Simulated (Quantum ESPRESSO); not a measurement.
# Computed records: AlSi₆As (made-up cell)

Computed with Quantum ESPRESSO 7.5. Calculation on a made-up crystal cell, not a measurement: periodic Kohn-Sham density functional theory in plane waves with PseudoDojo standard norm-conserving scalar-relativistic pseudopotentials, each functional with its own files (v0.5 for PBE, v0.4.1 for LDA and PBEsol), no spin polarisation, no spin-orbit coupling, atoms not relaxed, stress positive in tension, energies less a fixed whole-eV offset for each atom's element; levels are Kohn-Sham levels at fractions of this cell's reciprocal vectors, counted from the reference band (half the neutral cell's valence electrons, rounded up) at Gamma; error bars cover cutoff and k-mesh only, not smearing or the files; added strain carries the atoms with the cell, and shear is the tensor component; each bar is the largest change over components, and at least 0.002 eV, 0.002 eV per angstrom or 0.02 GPa; energies are for the whole cell, and the offsets were chosen from early runs and are not element reference energies.

Settings shared by all entries: lattice type zincblende/diamond; functional pbe; cutoff 1143 eV; fermi dirac smearing 0.1 eV; scf tolerance 1e-07 eV; electrons removed 0; added strain kind biaxial xx and yy; k mesh 6 x 6 x 6, shifted by half a step.

(1) AlSi₆As (made-up cell)

Unstrained structure:
```
cell vectors (Å)
   5.5818     0.0000     0.0000
   0.0000     5.5818     0.0000
   0.0000     0.0000     5.5818
atoms (fractions of the cell vectors)
Si  0.00718 -0.00623 -0.00163
Si  0.00428  0.50760  0.49867
Al  0.49635  0.00093  0.49325
Si  0.49341  0.49914  0.00459
As  0.24669  0.25189  0.24711
Si  0.25015  0.75594  0.74761
Si  0.74368  0.24463  0.74895
Si  0.75279  0.74526  0.24976
```

It was run with added strain 0.0173 and structure shown before the added strain of 0.0173.

It finds free energy less offsets 1.391 eV; smearing term minus ts -0.01263 eV; scf iterations 10; pressure -3.175 GPa; stress xx 3.622 GPa; stress yy 3.626 GPa; stress zz 2.277 GPa; stress yz -0.4288 GPa; stress xz 0.1882 GPa; stress xy -0.285 GPa; fermi level 0.0601 eV; reference band 21; error bar energy 0.002 eV; error bar stress 0.02 GPa; error bar force 0.002 eV/Å; error bar next band up 0.002 eV; error bar fermi level 0.006933 eV; error bars from tighter rerun of this cell.

Atoms:
```tsv
atoms element	atom site	atom energy offset (eV)
Si	1	-115
Si	2	-115
Al	3	-64
Si	4	-115
As	5	-2887
Si	6	-115
Si	7	-115
Si	8	-115
```

Forces:
```tsv
site	x (eV/Å)	y (eV/Å)	z (eV/Å)
1	-1.181	-0.06915	-0.4893
2	-0.9148	-0.06695	0.7018
3	0.6397	-0.4201	0.3371
4	0.8098	0.5065	-0.9331
5	-0.2126	0.1132	0.03461
6	0.1668	-0.5515	0.2438
7	0.5988	0.4454	0.2738
8	0.09336	0.04264	-0.1687
```

Levels:
```tsv
level k point	next band up (eV)
Gamma	0.07324
(1/2,1/2,1/2)	-0.1481
(0.15,0,0)	0.3166
(0,0.15,0)	0.3915
(0,0,0.15)	0.259
```

(2) AlSi₆As (made-up cell)

The structure is that of entry 1.

Settings of this run: added strain 0.0196 and structure shown before the added strain of 0.0196.

The calculation gives: free energy less offsets 1.41 eV; smearing term minus ts -0.01287 eV; scf iterations 10; pressure -3.455 GPa; stress xx 3.955 GPa; stress yy 3.96 GPa; stress zz 2.451 GPa; stress yz -0.4209 GPa; stress xz 0.1898 GPa; stress xy -0.2853 GPa; fermi level 0.05639 eV; reference band 21; error bar energy 0.002 eV; error bar stress 0.02 GPa; error bar force 0.002 eV/Å; error bar next band up 0.002 eV; error bar fermi level 0.006933 eV; error bars from tighter rerun of a related cell.

Atoms:
```tsv
atoms element	atom site	atom energy offset (eV)
Si	1	-115
Si	2	-115
Al	3	-64
Si	4	-115
As	5	-2887
Si	6	-115
Si	7	-115
Si	8	-115
```

Forces:
```tsv
site	x (eV/Å)	y (eV/Å)	z (eV/Å)
1	-1.172	-0.06922	-0.4872
2	-0.9102	-0.06438	0.6959
3	0.6364	-0.4177	0.3376
4	0.8038	0.502	-0.9253
5	-0.2091	0.1132	0.03597
6	0.1641	-0.5473	0.2379
7	0.594	0.4412	0.2667
8	0.09328	0.04224	-0.1615
```

Levels:
```tsv
level k point	next band up (eV)
Gamma	0.0711
(1/2,1/2,1/2)	-0.1607
(0.15,0,0)	0.3208
(0,0.15,0)	0.3951
(0,0,0.15)	0.2545
```
